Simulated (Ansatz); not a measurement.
## Eigenvalues along a path: TiN (rocksalt type)

```yaml
crystal:
  lattice:
    - [0.00000, 1.74010, 1.74010]
    - [1.74010, 0.00000, 1.74010]
    - [1.74010, 1.74010, 0.00000]
  atoms:
    - { symbol: Ti, position: [0.00000, 0.00000, 0.00000] }
    - { symbol: N, position: [0.50000, 0.50000, 0.50000] }
```

The cell comes from a relaxation on PAW files under the same functional, begun from a prototype that needn't be the stable phase.

All numbers are PBE results (scalar-relativistic) from Ansatz 0.2.0, with a Γ-centred 15×15×15 k mesh, Fermi–Dirac smearing of 0.1 eV, no spin polarisation. Methods: LAPW: all electrons, basis error target 1 meV/atom.

This run: volume at 0.55 of the series' base cell.

Path points, in fractions of the reciprocal vectors: Γ (0.000, 0.000, 0.000), X (0.500, 0.000, 0.500), U (0.625, 0.250, 0.625), K (0.375, 0.375, 0.750), L (0.500, 0.500, 0.500), W (0.500, 0.250, 0.750). The distance column jumps between branches of the path. Levels in eV from the Fermi level; bands 10 to 16, counted from the lowest band of the run. The gap is zero, the pressure 567.4 GPa.

```
# k(1/Å) point b10 b11 b12 b13 b14 b15 b16
0.000 Γ -19.40 -2.44 -2.44 -2.44 -1.51 -1.51 -1.51
0.226 - -19.10 -4.10 -3.13 -3.13 -1.80 -0.50 -0.50
0.451 - -18.34 -6.52 -3.78 -3.78 -2.58 1.09 1.09
0.677 - -17.55 -8.35 -4.10 -4.10 -3.57 1.99 2.76
0.903 - -17.36 -8.92 -4.57 -4.09 -4.09 2.45 4.25
1.128 - -17.96 -8.14 -5.45 -3.83 -3.83 2.94 5.27
1.354 - -18.82 -6.71 -6.12 -3.45 -3.45 3.38 5.71
1.580 - -19.47 -6.53 -5.40 -3.09 -3.09 3.69 5.75
1.805 X -19.71 -6.67 -4.87 -2.95 -2.95 3.80 5.71
1.885 - -19.68 -6.68 -4.88 -3.05 -2.93 3.93 5.69
1.965 - -19.57 -6.70 -4.93 -3.34 -2.85 4.28 5.63
2.045 - -19.41 -6.76 -5.02 -3.75 -2.72 4.82 5.54
2.125 - -19.19 -6.86 -5.12 -4.25 -2.50 5.42 5.47
2.204 - -18.92 -7.02 -5.26 -4.78 -2.19 5.26 5.66
2.284 - -18.61 -7.24 -5.41 -5.32 -1.78 5.07 5.62
2.364 - -18.27 -7.51 -5.86 -5.57 -1.27 4.85 5.55
2.444 U -17.90 -7.82 -6.36 -5.74 -0.68 4.59 5.46
3.549 K -17.90 -7.82 -6.36 -5.74 -0.68 4.59 5.46
3.789 - -16.74 -8.92 -7.65 -6.22 1.45 3.69 5.00
4.028 - -15.71 -9.89 -8.45 -6.54 2.65 3.55 4.26
4.267 - -15.32 -10.12 -8.66 -6.57 1.57 3.33 4.42
4.507 - -15.91 -9.21 -8.24 -6.25 0.56 2.31 3.61
4.746 - -17.02 -7.59 -7.21 -5.55 -0.31 1.29 2.07
4.986 - -18.17 -5.68 -5.64 -4.52 -0.96 0.29 0.56
5.225 - -19.06 -3.76 -3.73 -3.33 -1.37 -0.73 -0.65
5.464 Γ -19.40 -2.44 -2.44 -2.44 -1.51 -1.51 -1.51
5.660 - -19.17 -3.38 -3.28 -3.28 -1.21 -1.21 -0.79
5.855 - -18.54 -4.79 -4.66 -4.66 -0.70 -0.70 0.05
6.051 - -17.65 -6.26 -6.00 -6.00 0.03 0.03 0.82
6.246 - -16.63 -7.69 -7.16 -7.16 0.96 0.96 1.65
6.441 - -15.59 -9.01 -8.11 -8.11 1.99 1.99 2.64
6.637 - -14.58 -10.19 -8.79 -8.79 2.99 2.99 3.83
6.832 - -13.67 -11.22 -9.21 -9.21 3.73 3.73 5.10
7.028 L -13.13 -11.79 -9.35 -9.35 4.02 4.02 5.82
7.187 - -13.47 -11.63 -9.26 -9.04 3.78 4.00 5.72
7.347 - -14.22 -11.20 -8.99 -8.36 3.26 3.91 5.50
7.506 - -15.09 -10.59 -8.52 -7.64 2.72 3.62 5.36
7.666 - -15.90 -9.93 -7.90 -7.04 2.33 3.14 5.39
7.826 - -16.58 -9.31 -7.22 -6.62 2.13 2.65 5.51
7.985 - -17.09 -8.77 -6.66 -6.39 2.09 2.32 5.64
8.145 - -17.41 -8.37 -6.34 -6.28 2.13 2.18 5.70
8.304 W -17.51 -8.22 -6.25 -6.25 2.15 2.15 5.72
8.417 - -17.62 -8.04 -6.43 -6.04 1.25 3.02 5.72
8.530 - -17.91 -7.52 -6.57 -5.81 0.35 3.80 5.72
8.643 - -18.31 -6.75 -6.67 -5.57 -0.52 4.45 5.72
8.756 - -18.74 -6.72 -5.82 -5.35 -1.30 4.96 5.71
8.869 - -19.13 -6.73 -5.15 -4.84 -1.97 5.32 5.47
8.981 - -19.44 -6.71 -5.00 -3.92 -2.49 4.67 5.55
9.094 - -19.64 -6.68 -4.90 -3.22 -2.83 4.05 5.67
9.207 X -19.71 -6.67 -4.87 -2.95 -2.95 3.80 5.71
```
